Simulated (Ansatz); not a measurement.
B₂O₃:
```xyz
10
Lattice="3.9132 -2.3119 0.0000 3.9132 2.3119 0.0000 0.0000 0.0000 4.1344" Properties=species:S:1:pos:R:3 pbc="T T T"
B      1.2923     0.7343     2.3471
B      6.5341    -0.7343     0.2799
B      6.5341     0.7343     2.3471
B      1.2923    -0.7343     0.2799
O      3.9132    -1.1798     2.0671
O      3.9132     1.1798     4.1343
O      6.1877    -0.6025     1.7307
O      1.6388     0.6025     3.7979
O      1.6388    -0.6025     1.7307
O      6.1877     0.6025     3.7979
```

Relaxed with PBEsol. Independent-particle spectrum: no excitons, no local fields, no scissors shift; 0.1 eV broadening; ε₁ of the summed bands alone.

Question: Tabulate the dielectric function from DFT-PBEsol in the program Ansatz with PAW potentials.

Answer: 

```csv
E (eV),ε₁ xx,ε₂ xx,ε₁ yy,ε₂ yy,ε₁ zz,ε₂ zz
0.0,2.96,0.00,2.84,0.00,2.85,0.00
0.5,2.96,0.00,2.84,0.00,2.86,0.00
1.0,2.97,0.00,2.85,0.00,2.86,0.00
1.5,2.99,0.00,2.86,0.00,2.88,0.00
2.0,3.01,0.00,2.88,0.00,2.89,0.00
2.5,3.04,0.00,2.90,0.00,2.92,0.00
3.0,3.08,0.00,2.93,0.00,2.95,0.00
3.5,3.12,0.00,2.97,0.00,2.99,0.00
4.0,3.18,0.00,3.02,0.00,3.03,0.00
4.5,3.25,0.00,3.07,0.00,3.09,0.00
5.0,3.34,0.00,3.14,0.00,3.15,0.00
5.5,3.44,0.00,3.22,0.00,3.23,0.00
6.0,3.58,0.00,3.31,0.00,3.33,0.00
6.5,3.75,0.00,3.43,0.00,3.44,0.00
7.0,3.97,0.00,3.58,0.00,3.59,0.00
7.5,4.29,0.00,3.77,0.00,3.77,0.00
8.0,4.78,0.00,4.03,0.00,4.03,0.00
8.5,5.71,0.00,4.43,0.00,4.42,0.00
9.0,8.26,1.86,5.06,0.33,5.20,0.18
9.5,5.78,5.17,5.55,1.12,5.56,1.51
10.0,3.32,5.32,5.87,1.98,5.65,2.19
10.5,2.36,3.95,5.75,3.28,4.76,3.03
11.0,1.72,3.58,4.39,4.19,4.27,2.86
11.5,2.22,2.71,3.49,3.49,4.66,2.99
12.0,1.87,3.09,3.18,3.74,4.48,3.96
```

Question: From ε at 9.7 eV (xx: 5.16 + 5.92i), find n, k, the normal reflectivity and the absorption coefficient.

Answer: n = 2.55, k = 1.160, R = 27 %, α = 2kE/ħc = 1100000 cm⁻¹.

With all bands, ε∞ without local fields is 3.21 (xx), 3.10 (yy), 3.11 (zz). DFPT, with local fields, gives 3.12 (xx), 2.97 (yy), 3.02 (zz).

Space group Cmc2_1. The workflow started from a Materials Project entry (that database holds measured and hypothetical structures alike); the Crystallography Open Database copy checked does not list it. COD files the formula under space group No. 144, 152. Whether it is the stable phase at ambient conditions was not checked. The PBEsol relaxation kept the symmetry of its start; its stability against distortions is not shown here.

Potentials: the later of the program's two PAW sets.
